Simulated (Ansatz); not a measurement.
Ansatz (a first-principles code) input:

Ansatz 0.2 input:
```yaml
crystal:
  lattice:
    - [0.0, 3.0134991925, 3.0134991925]
    - [3.0134991925, 0.0, 3.0134991925]
    - [3.0134991925, 3.0134991925, 0.0]
  atoms:
    - { symbol: Au, position: [0.0, 0.0, 0.0] }
    - { symbol: Au, position: [0.25, 0.25, 0.25] }
kpoints:
  mp_grid: { grid: [9, 9, 9] }
  band_path:
    path:
      - [[0.0, 0.0, 0.0], [0.5, 0.0, 0.5], [0.625, 0.25, 0.625]]  # Γ-X-U
      - [[0.375, 0.375, 0.75], [0.0, 0.0, 0.0], [0.5, 0.5, 0.5], [0.5, 0.25, 0.75], [0.5, 0.0, 0.5]]  # K-Γ-L-W-X
    npoints: 12
basis: { xc_grid: 2 }
hamiltonian:
  xc: pbesol
  pseudopotentials: { kind: paw }
magnetization: { noncollinear: true, spin_orbit: true }
scf:
  n_extra_bands: 12
  convergence: { dr2_threshold: 0.0000000001 }
  occupations: { method: gaussian, width: 0.05 }
output: { eigenvalues: true }
```

Output (shortened):

```
Pseudopotential: Au, paw_fr, valence charge 19
Functional definition: PBEsol
non-collinear run that drives no moment, with spin-orbit …
Crystal: 2 atoms, lattice volume = 54.732 Å³
Basis set: ecut = 420 eV, 1067 PW (Γ), exchange–correlation on 60×60×60 points (8 copies of the dense FFT grid, shifted against one another)
Bands: 50, of which v1, the nominal top of the filled ones, is band 38 counted from 1 (37 counted from 0)
Symmetry: 48 space group operations + 48 with time reversal
k-points: 35 of 729
Projection manifold: j_resolved (fully-relativistic pseudo-atomic orbitals)
SCF iter   1: F=—  HF=-26086.390189 eV  |F-HF|=—  |Δ(HF+E_count)|=         —  Δρ=5.69e-2  dr2=2.05e0  dr2_m=0.00e0 (ungated)  ethr=3.10e-3  |M|=0.00e0 ∫|m|=0.00e0 μB  |m|>n=0.0e0 m-floor=0.0e0 τ_xc=0.0e0  β_m=0.30  ⟨swp⟩=8.1  Hψ=4119  notcnv=0  defer=34
preconditioner: auto → none
SCF iter   2: F=—  HF=-26085.839544 eV  |F-HF|=—  |Δ(HF+E_count)|=   5.51e-1  Δρ=1.79e-2  dr2=1.03e-1  dr2_m=0.00e0 (ungated)  ethr=3.10e-3  |M|=0.00e0 ∫|m|=0.00e0 μB  |m|>n=0.0e0 m-floor=0.0e0 τ_xc=0.0e0  β_m=0.33  ⟨swp⟩=2.1  Hψ=1489  notcnv=0  defer=208
SCF iter   3: F=—  HF=-26085.815528 eV  |F-HF|=—  |Δ(HF+E_count)|=   2.40e-2  Δρ=9.46e-3  dr2=1.90e-2  dr2_m=0.00e0 (ungated)  ethr=2.71e-4  |M|=0.00e0 ∫|m|=0.00e0 μB  |m|>n=0.0e0 m-floor=0.0e0 τ_xc=0.0e0  β_m=0.57  ⟨swp⟩=2.8  Hψ=1239  notcnv=0  defer=208
SCF iter   4: F=—  HF=-26085.809183 eV  |F-HF|=—  |Δ(HF+E_count)|=   6.34e-3  Δρ=4.94e-4  dr2=5.19e-5  dr2_m=0.00e0 (ungated)  ethr=5.00e-5  |M|=0.00e0 ∫|m|=0.00e0 μB  |m|>n=0.0e0 m-floor=0.0e0 τ_xc=0.0e0  β_m=0.69  ⟨swp⟩=2.8  Hψ=1444  notcnv=0  defer=208
SCF iter   5: F=—  HF=-26085.809189 eV  |F-HF|=—  |Δ(HF+E_count)|=   6.05e-6  Δρ=1.09e-4  dr2=2.17e-6  dr2_m=0.00e0 (ungated)  ethr=1.37e-7  |M|=0.00e0 ∫|m|=0.00e0 μB  |m|>n=0.0e0 m-floor=0.0e0 τ_xc=0.0e0  β_m=0.79  ⟨swp⟩=2.1  Hψ=1222  notcnv=0  defer=208
SCF iter   6: F=—  HF=-26085.809200 eV  |F-HF|=—  |Δ(HF+E_count)|=   1.06e-5  Δρ=8.15e-6  dr2=1.80e-8  dr2_m=0.00e0 (ungated)  ethr=5.71e-9  |M|=0.00e0 ∫|m|=0.00e0 μB  |m|>n=0.0e0 m-floor=0.0e0 τ_xc=0.0e0  β_m=0.80  ⟨swp⟩=2.3  Hψ=1115  notcnv=0  defer=208
SCF iter   7: F=—  HF=-26085.809200 eV  |F-HF|=—  |Δ(HF+E_count)|=   6.74e-9  Δρ=9.78e-7  dr2=3.91e-10  dr2_m=0.00e0 (ungated)  ethr=4.73e-11  |M|=0.00e0 ∫|m|=0.00e0 μB  |m|>n=0.0e0 m-floor=0.0e0 τ_xc=0.0e0  β_m=0.89  ⟨swp⟩=2.2  Hψ=1399  notcnv=0  defer=208
SCF iter   8: F=-26085.809200 eV  HF=-26085.809200 eV  |F-HF|=7.28e-12  |Δ(HF+E_count)|=  7.28e-12  Δρ=5.58e-8  dr2=8.30e-13  dr2_m=0.00e0 (ungated)  ethr=1.00e-12  |M|=0.00e0 ∫|m|=0.00e0 μB  |m|>n=0.0e0 m-floor=0.0e0 τ_xc=0.0e0  ⟨swp⟩=10.4  Hψ=3107  notcnv=0
SCF 1 converged in 8 iterations: F = -26085.809200 eV  dr2 = 8.30e-13
NSCF: frozen V_eff on 74 k-points
SCF converged after 8 iterations
Magnetization: |M| = 0.0000 μB,  M = (+0.0000, +0.0000, +0.0000) μB
Absolute magnetization: 0.0000 μB (∫|m|)
  site 0: m = (+0.0000, +0.0000, +0.0000) μB, |m| = 0.0000 μB  (R = 1.08 Å)
  site 1: m = (+0.0000, +0.0000, +0.0000) μB, |m| = 0.0000 μB  (R = 1.08 Å)
Free energy (F): -26085.809200 eV
Harris-Foulkes:  -26085.809200 eV  (|F-HF|=7.28e-12)
Internal energy: -26085.808168 eV  (E = F + TS)
E sigma→0 (E₀):  -26085.808684 eV
Entropy (-TS):   -0.001032 eV (-0.516 meV/atom)
Fermi energy:    10.134857 eV
--- Per-component energies (eV) ---
  E_band       = -787.939393
  E_kinetic    = 1208.928085
  E_local      = -5417.996380  (includes V_loc(G=0)·N_el)
  E_nonlocal   = 128.504708
  E_hartree    = 2278.082253
  E_xc         = -451.172840
  E_vxc        = -546.443825  (∫ρ·V_xc dr)
  E_paw        = -19186.685785  (= ΣΔE_a)
  E_vpaw       = -717.099094  (= ΣTr[D̂ρ^β])
  E_aug_tail   = 0.002573  (compensation charges beyond the density's cutoff)
  E_ewald      = -4646.100720
  E_core_change = 0.629938  (= ΣΔE_core)
  E_smearing   = -0.001032  (= −TS)
  E_closure    = 0.000000  (closes the sum)
  Σ components = -26085.809200   (vs F -26085.809200, Δ=0.00e0)
  [band-id]    e_kinetic+e_local+e_nonlocal+2·e_hartree+e_vxc+e_vpaw+e_augmentation_tail = -787.939426   (vs E_band -787.939393, Δ=-3.28e-5)
--- Band table (eV; the first three rows and the last of 35) ---
  k-point 0: bands = ["-94.2801", "-94.2801", "-94.2436", "-94.2436", "-58.0833", "-58.0833", "-57.9834", "-57.9834", "-41.5667", "-41.5667", "-41.5667", "-41.5667", "-41.3172", "-41.3172", "-41.3172", "-41.3172", "3.8063", "3.8063", "5.3804", "5.3804", …
  k-point 1: bands = ["-94.2793", "-94.2793", "-94.2444", "-94.2444", "-58.0811", "-58.0811", "-57.9856", "-57.9856", "-41.5695", "-41.5695", "-41.5595", "-41.5595", "-41.3246", "-41.3246", "-41.3145", "-41.3145", "3.9546", "3.9546", "5.3171", "5.3171", …
  k-point 2: bands = ["-94.2771", "-94.2771", "-94.2467", "-94.2467", "-58.0750", "-58.0750", "-57.9920", "-57.9920", "-41.5762", "-41.5762", "-41.5389", "-41.5389", "-41.3457", "-41.3457", "-41.3077", "-41.3077", "4.3476", "4.3476", "5.2696", "5.2696", …
  k-point 34: bands = ["-94.2643", "-94.2643", "-94.2594", "-94.2594", "-58.0404", "-58.0404", "-58.0271", "-58.0271", "-41.5801", "-41.5801", "-41.4571", "-41.4571", "-41.4281", "-41.4281", "-41.3044", "-41.3044", "5.0734", "5.0734", "5.1913", "5.1913", …
```

Cost: around 30 core-seconds (rough) on shared cores.

Space group Fd-3m (diamond). The start of the workflow was typed in or built on a structure type; neither database checked (COD, Materials Project) lists it. It is not the phase usual at ambient conditions (space group No. 225). The PBEsol relaxation kept the symmetry of its start. At this level the phase is mechanically unstable.

Potentials: the later of the program's two PAW sets.

Ansatz is a plane-wave DFT program.
